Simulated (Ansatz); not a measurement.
A crystal relaxed with r2SCAN in Ansatz 0.2.0 has space group Pmm2 (No. 25) and a = 3.927 Å, b = 7.874 Å, c = 5.570 Å.

```
atom  site       x       y       z
  Xx    2g  0.0000  0.7585  0.9998
   P    2h  0.5000  0.7637  0.2397
  Xx    1c  0.5000  0.0000  0.4982
   P    1a  0.0000  0.0000  0.7413
  In    1d  0.5000  0.5000  0.4999
   P    1b  0.0000  0.5000  0.7817
```

r2SCAN gives an indirect gap of 1.69 eV, from Γ to U; the least direct gap is 1.75 eV at Γ. With HSE06 the valence top lies at Γ and the conduction bottom at U, 2.16 eV higher; the smallest vertical gap, at Γ, is 2.19 eV. The lowest empty level at Γ lies only 32 meV higher, so the place of the conduction bottom isn't settled. PBE gives a direct gap of 1.29 eV at Γ. Meshes: r2SCAN 6×4×6, HSE06 4×2×4, PBE 6×4×6.

Question: Which element is Xx?
A. Al
B. Tl
C. B
D. Ga

Answer: D. Xx is Ga: InGa₃P₄ as one 8-atom ordering (Pmm2) on the zincblende lattice. Ga is surrounded by 4 P at 2.37–2.39 Å; P is surrounded by 3 Ga at 2.35–2.38 Å and 1 In at 2.53 Å; Ga is surrounded by 4 P at 2.35–2.39 Å; P is surrounded by 4 Ga at 2.39 Å; In is surrounded by 4 P at 2.51–2.53 Å; P is surrounded by 2 Ga at 2.37 Å and 2 In at 2.51 Å.

Values at 0 K without nuclear motion; spin polarisation is off, and the phase may be a hypothetical one.

No spin-orbit coupling is included; it can move band edges with weight on the heavy atoms by tenths of an eV.

The meshes of the hybrids are coarse, so their gaps aren't converged to the digits shown.
